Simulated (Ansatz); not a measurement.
Values for one crystal, relaxed and computed with the program Ansatz at the r²SCAN level (PAW); other levels are named.

| Item | Value |
|---|---|
| Volume per atom | 20.21 Å³ |
| Electronic character | metallic (no gap) |
| Formation energy from the elements (no fitted shifts) | -0.67 eV/atom |
| Density of states at the Fermi level | 0.28 states/eV per atom (mean over ±0.08 eV) |

Question: Pick the material that matches.
A) SrPd2, cubic Laves (MgCu2 type)
B) Tl2Pd, I4/mcm (Tl on 8h, Pd on 4a)
C) GaTc, P-6m2 (Ga on 1f, Tc on 1c)
D) CeRu2, cubic Laves (MgCu2 type)

Answer: A, SrPd2, cubic Laves (MgCu2 type)

Space group Fd-3m (cubic Laves (MgCu2 type)). The workflow started from a Materials Project entry (that database holds measured and hypothetical structures alike); the Crystallography Open Database files this formula in space group No. 227, but the cells were not matched. Whether it is the stable phase at ambient conditions was not checked. The cell was relaxed with r²SCAN under the symmetry of its start; its stability against distortions is not shown here. No spin polarisation was allowed. The references are the lowest solids computed at this level, not always the standard phases. Spin–orbit coupling is left out wherever it is not named.

Potentials: the later of the program's two PAW sets.
